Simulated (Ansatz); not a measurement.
## Calculated ⁸⁷Sr NMR of the central transition for SrLi₂SnS₄

Cell: a diffraction structure from the COD, its atoms then relaxed with PBE in this cell.

Space group I-42m (No. 121); a = 6.6590, c = 7.9180 Å.

| site | Wyckoff | site symmetry | x | y | z |
| --- | --- | --- | --- | --- | --- |
| Li | 4d | -4.. | 0.5000 | 0.0000 | 0.2500 |
| Sr | 2b | -42m | 0.0000 | 0.0000 | 0.5000 |
| Sn | 2a | -42m | 0.0000 | 0.0000 | 0.0000 |
| S | 8i | ..m | 0.2094 | 0.2094 | 0.8255 |

One atom of each set is listed; the run and its k-mesh use a cell of 8 atoms with edges of 6.15, 6.15, 6.15 Å.

All values are calculated (Ansatz; DFT, r2SCAN, plane waves and PAW, scalar-relativistic, 500 eV cutoff, Γ-centred 6×6×6 k-points, Fermi–Dirac smearing 0.02 eV), not measured.

⁸⁷Sr has I = 9/2 and Q = 305.0 mb (Pyykkö 2018); at 11.7 T its Larmor frequency is ν₀ = 21.7 MHz. Only the quadrupole interaction is simulated: positions count from each site's isotropic chemical shift, and J coupling is left out, as are shift anisotropy and dipolar coupling, which fast spinning averages.

(1) Simulate the second-order pattern (fast magic-angle spinning, Gaussian broadening 0.008 kHz) of site Sr (8 S at 3.07–3.25 Å).

## Answers

(1) The calculation gives C_Q = 1.55 MHz and η = 0.00, so ν_Q = 0.065 MHz and the centre of gravity lies at -7.12 ppm (-0.154 kHz).

(offset (kHz), height): (-0.3988, 0), (-0.3831, 4), (-0.3674, 6), (-0.3516, 6), (-0.3359, 7), (-0.3201, 7), (-0.3044, 7), (-0.2887, 7), (-0.2729, 8), (-0.2572, 8), (-0.2415, 84), (-0.2257, 74), (-0.2100, 54), (-0.1943, 48), (-0.1785, 45), (-0.1628, 44), (-0.1470, 44), (-0.1313, 46), (-0.1156, 48), (-0.0998, 54), (-0.0841, 65), (-0.0684, 100), (-0.0526, 90), (-0.0369, 0)

An axis of threefold or higher order runs through Sr, so V_zz lies along it and η is zero.

The largest force is 0.3 eV/Å, so the atoms aren't at the calculated equilibrium and relaxing them would move these values. Without spin–orbit coupling (the program notes it for Sr) the gradients are little affected as a rule: paired runs on crystals with a gap mostly move them by under 2 % at such atoms.
